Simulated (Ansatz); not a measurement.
Density of states of a Cr₂SiGe₂RuO₁₂ cell (elements on a rutile lattice, relaxed), per eV and atom, broadened by Gaussian smearing of width 0.1 eV and averaged over bins of 0.3 eV, from 8 eV under the Fermi level at most up to where the solved bands end.

The calculation used DFT PBE, scalar-relativistic, plane waves, PAW in Ansatz 0.2.0.

Cutoff 420 eV; k points 7×7×5 on the computed 18-atom cell (Γ-centred); Gaussian smearing, width 0.10 eV; collinear spin from starting moments 0 0 0 0 0 0 -0.11 0 0 -0.11 0 0 0 1.67 1.91 0 0 -1.07 μB.

```
O Si Cr Ge Ru
1.0
     0.01326   -4.49148    2.86825
    -4.49185    0.01326    2.86824
    -4.46133   -4.46094   -2.84168
O Si Cr Ge Ru
12 1 2 2 1
Direct
  0.22482 0.22578 0.47154
  0.57811 0.57917 0.11213
  0.88875 0.88972 0.79542
  0.10796 0.10915 0.20212
  0.44369 0.44491 0.86856
  0.75961 0.76081 0.54858
  0.63856 0.03062 0.17292
  0.95366 0.39211 0.82773
  0.30145 0.68822 0.49746
  0.02948 0.63971 0.17303
  0.39106 0.95484 0.82778
  0.68724 0.30253 0.49751
  0.66572 0.66683 0.83253
  0.31939 0.32041 0.67837
  0.33948 0.34064 0.16722
  0.66104 0.66218 0.33730
  0.99421 0.99522 0.50087
  0.00914 0.01027 0.99267
```

| E − E_F (eV) | total | O 2p | Cr 3d | Ru 4d | Ge 4p |
| --- | --- | --- | --- | --- | --- |
| -7.90 | 0.103 | 0.068 | 0.005 | 0.012 | 0.003 |
| -7.60 | 0.280 | 0.185 | 0.015 | 0.034 | 0.013 |
| -7.30 | 0.390 | 0.260 | 0.023 | 0.042 | 0.027 |
| -7.00 | 0.407 | 0.281 | 0.021 | 0.036 | 0.034 |
| -6.70 | 0.385 | 0.270 | 0.024 | 0.032 | 0.028 |
| -6.40 | 0.474 | 0.337 | 0.036 | 0.039 | 0.028 |
| -6.10 | 0.584 | 0.425 | 0.049 | 0.048 | 0.023 |
| -5.80 | 0.604 | 0.435 | 0.062 | 0.049 | 0.022 |
| -5.50 | 0.634 | 0.460 | 0.065 | 0.047 | 0.024 |
| -5.20 | 0.556 | 0.410 | 0.054 | 0.038 | 0.022 |
| -4.90 | 0.600 | 0.455 | 0.060 | 0.032 | 0.022 |
| -4.60 | 0.571 | 0.443 | 0.059 | 0.028 | 0.012 |
| -4.30 | 0.669 | 0.535 | 0.065 | 0.027 | 0.011 |
| -4.00 | 0.739 | 0.601 | 0.066 | 0.031 | 0.011 |
| -3.70 | 0.647 | 0.529 | 0.056 | 0.031 | 0.008 |
| -3.40 | 0.684 | 0.575 | 0.052 | 0.026 | 0.007 |
| -3.10 | 0.695 | 0.587 | 0.049 | 0.031 | 0.006 |
| -2.80 | 0.687 | 0.585 | 0.048 | 0.029 | 0.005 |
| -2.50 | 0.648 | 0.568 | 0.040 | 0.022 | 0.003 |
| -2.20 | 0.749 | 0.669 | 0.040 | 0.021 | 0.003 |
| -1.90 | 0.623 | 0.562 | 0.028 | 0.019 | 0.002 |
| -1.60 | 0.460 | 0.329 | 0.044 | 0.074 | 0.002 |
| -1.30 | 0.353 | 0.209 | 0.060 | 0.072 | 0.003 |
| -1.00 | 0.261 | 0.098 | 0.118 | 0.036 | 0.002 |
| -0.70 | 0.376 | 0.131 | 0.143 | 0.091 | 0.002 |
| -0.40 | 0.412 | 0.160 | 0.150 | 0.089 | 0.002 |
| -0.10 | 0.149 | 0.057 | 0.064 | 0.024 | 0.001 |
| 0.20 | 0.284 | 0.091 | 0.110 | 0.072 | 0.002 |
| 0.50 | 0.237 | 0.084 | 0.066 | 0.078 | 0.002 |
| 0.80 | 0.174 | 0.067 | 0.023 | 0.079 | 0.001 |
| 1.10 | 0.175 | 0.026 | 0.122 | 0.017 | 0.001 |
| 1.40 | 0.258 | 0.037 | 0.200 | 0.011 | 0.001 |
| 1.70 | 0.487 | 0.070 | 0.376 | 0.015 | 0.003 |
| 2.00 | 0.368 | 0.077 | 0.242 | 0.013 | 0.003 |
| 2.30 | 0.270 | 0.071 | 0.129 | 0.027 | 0.003 |
| 2.60 | 0.355 | 0.093 | 0.136 | 0.069 | 0.004 |
| 2.90 | 0.345 | 0.092 | 0.137 | 0.061 | 0.004 |

The columns after the total are the largest Löwdin projections on the valence shells of the potentials, so they needn't add up, and the weight of a shell that a potential lacks goes to other orbitals. The cell has no gap on the mesh.

Cost: 2 runs of about 25 core-minutes in all (earlier runs that led there not counted), on Intel Xeon Platinum 8488C (Sapphire Rapids) (shared hosts).